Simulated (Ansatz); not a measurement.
Simulated powder pattern, Cu Kα, λ = 1.54184 Å (kinematic, ideal powder, no thermal factors, no anomalous dispersion; the 30 strongest lines at most, above 1 %, up to 2θ = 90°):

```tsv
2θ (°)	I/Imax (%)
17.21	23
27.42	40
34.83	41
35.59	100
41.13	2.8
43.14	10
43.64	14
52.38	14
53.35	6.5
55.38	13
56.60	6.8
57.01	36
58.04	2.3
58.45	1.3
58.61	22
62.89	6.3
67.11	11
69.70	11
70.94	2.1
71.25	1.1
72.68	4.2
73.53	1.6
77.53	1.3
77.73	2.1
80.50	4.0
83.19	4.6
84.41	1.6
85.81	9.4
```

The pattern belongs to a structure relaxed with the program Ansatz at the PBEsol level (PAW).

Question: Which compound is it?
A) LaB6, Pm-3m (La on 1a, B on 6f)
B) Si, diamond
C) Cr, bcc (W type)
D) P, black phosphorus

Answer: D, P, black phosphorus

Question: Give the lattice parameters.

Answer: a = 3.318 Å, b = 10.304 Å, c = 4.194 Å.

Space group Cmce (black phosphorus). The cell was relaxed with PBEsol under the symmetry of its start. A crystal of weakly bound layers computed without a dispersion correction: the cell and the soft elastic constants depend strongly on that.

Potentials: the later of the program's two PAW sets.
